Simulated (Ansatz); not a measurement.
# Relaxing a structure of TiFe

The start is a generated cell, TiFe built in the AFLOW prototype AB_hP4_186_b_b (B4, as in ZnS). A full variable-cell relaxation at zero pressure is run with PBEsol (plane waves to 420 eV, PAW, scalar-relativistic; Ansatz, an electronic-structure program). The first steps use a coarse 11×11×6 k-mesh.

Initial structure:
```
CELL_PARAMETERS angstrom
      3.29535     0.00000     0.00000
     -1.64767     2.85385     0.00000
      0.00000     0.00000     5.39702
ATOMIC_POSITIONS crystal
  Ti 0.66667 0.33333 0.00000
  Ti 0.33333 0.66667 0.50000
  Fe 0.66667 0.33333 0.62520
  Fe 0.33333 0.66667 0.12520
```
Spin-polarised start, with parallel moments on Fe.

Problem. How much energy is released per atom?

Solution. About 1.6 eV/atom.

Problem. How do the shortest distances between atoms change?

Solution. The closest pairs of elements (up to four, under 3.6 Å), start → end: Fe–Ti 2.02 → 2.18 Å; Ti–Ti 3.30 → 2.74 Å; Fe–Fe 3.30 → 2.74 Å.

Problem. Is the relaxed structure metallic? Give its gap.

Solution. No gap (metallic).

Problem. What magnetic moments remain?

Solution. Net 0.61 μB/atom, ferromagnetic.

The space group stays P6₃mc (No. 186) (the run could not lower it), with 4 atoms in the primitive magnetic cell. Final values are on a 19×19×6 k-mesh of the relaxed cell. The start holds a very short contact (Ti–Fe 2.02 Å). Spin state reached: ferromagnetic (net 0.61 μB/atom), from parallel starting moments; other spin orders were not run from this start.

The run could not lose the symmetry of its start, so the end can be a saddle point.

The relaxed structure here is a generated cell of TiFe: the first start was made by placing the elements on the sites of a structure type, and the end was not matched to a known phase here, so it may be hypothetical. Known forms of TiFe include space group No. 221.
